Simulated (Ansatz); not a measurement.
B5Ru (P6/mmm)

All numbers below come from Ansatz 0.2.0, DFT PBE, scalar-relativistic, plane waves, PAW.

Settings: cutoff 420 eV, Γ-centred mesh 12×12×6 on the computed 6-atom cell, Gaussian smearing of 0.10 eV; no spin polarisation.

The structure is relaxed at this level of theory with its symmetry kept, and needn't be the ground state of this composition.

Space group P6/mmm (No. 191), hexagonal, a = 3.235 Å, c = 6.580 Å. B on a site of symmetry mmm has 4 B at 1.62 Å and 4 B at 2.05 Å; around B on a site of symmetry 6mm lie 1 Ru at 2.04 Å and 6 B at 2.05 Å; around Ru lie 2 B at 2.04 Å.

| Property | Result |
| --- | --- |
| Volume per atom | 9.94 Å³ |
| Formation energy from the elements' standard states (uncorrected) | +1.126 eV/atom |
| Kohn–Sham band gap | none (metal) |
| Density of states at the Fermi level | 2.8 states/eV per cell |
| Orbital (Löwdin) character within 0.5 eV of the Fermi level | Ru 4d 63 %, B 2p 26 % |
| Bader charge by site (e) | B (3 in the cell) -0.11, B (2 in the cell) 0.19, Ru (1 in the cell) -0.05 |

The cell was found from a structure generator's guess, not taken from experiment. Löwdin shares on free-atom orbitals overweight diffuse shells.
